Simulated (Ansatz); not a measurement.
Starting cell, InAs (zinc blende):

```
InAs
1.0
    0.00000     3.09316     3.09316
    3.09316     0.00000     3.09316
    3.09316     3.09316     0.00000
As In
1 1
Direct
  0.75000   0.75000   0.75000
  0.00000   0.00000   0.00000
```

Scan: atom 2 (In, nearest neighbour As at 2.679 Å; its periodic images, 4.4 Å or more away, move with it) is displaced along Cartesian x, direction (1.000, 0.000, 0.000) in Cartesian axes, by s. The other atoms stay.

Level of theory: PBE (plane waves to 420 eV, PAW, scalar-relativistic; Ansatz, a first-principles code). k mesh 8×8×8 (Γ-centred), Fermi-Dirac smearing 0.05 eV. Energies are smeared free energies. Compression counts positive. With partly filled bands, energies and forces of such displacements shift with the k mesh and the smearing. F∥ is the force on the atom along that direction. At this level the bands of InAs touch or barely overlap; measurements give the solid a gap. InAs was relaxed with its symmetry unable to fall. The zero of ΔE is the undisplaced structure.

```csv
s (Å),ΔE (eV/cell),P (GPa),F∥ (eV/Å)
-0.800,1.716,9.5,3.422
-0.640,1.183,6.6,3.201
-0.480,0.706,3.9,2.711
-0.320,0.328,1.8,1.980
-0.160,0.084,0.5,1.044
0.000,0.000,0.0,0.000
0.160,0.084,0.5,-1.044
0.320,0.328,1.8,-1.980
0.480,0.706,3.9,-2.711
0.640,1.183,6.6,-3.201
0.800,1.716,9.5,-3.422
```

Summary:

```
Quantity                                                                                                                                               Value
--------------------------------------------------------  --------------------------------------------------------------------------------------------------
Energy at s = 0.800 Å                                                                                                                          1716 meV/cell
Force along the line at s = -0.800 Å                                                                                                               3.42 eV/Å
Symmetry of the curve                                                                                                          even: the same for both signs
Shape of the curve                                                                            a single well with its minimum at or next to zero displacement
Force constant k = d²E/ds² at s = 0 (finite differences)                                                                                          6.64 eV/Å²
Harmonic estimate at the end of the scan                  ½ks² = 2124 meV/cell against the computed 1716 meV/cell, so the well is softer than harmonic there
Zone-centre optical wavenumber from k                                                                                                               200 cm⁻¹
```

(For displaced atoms, the force is minus the slope of the energy, and its curvature is a force constant, which sets phonon frequencies.)
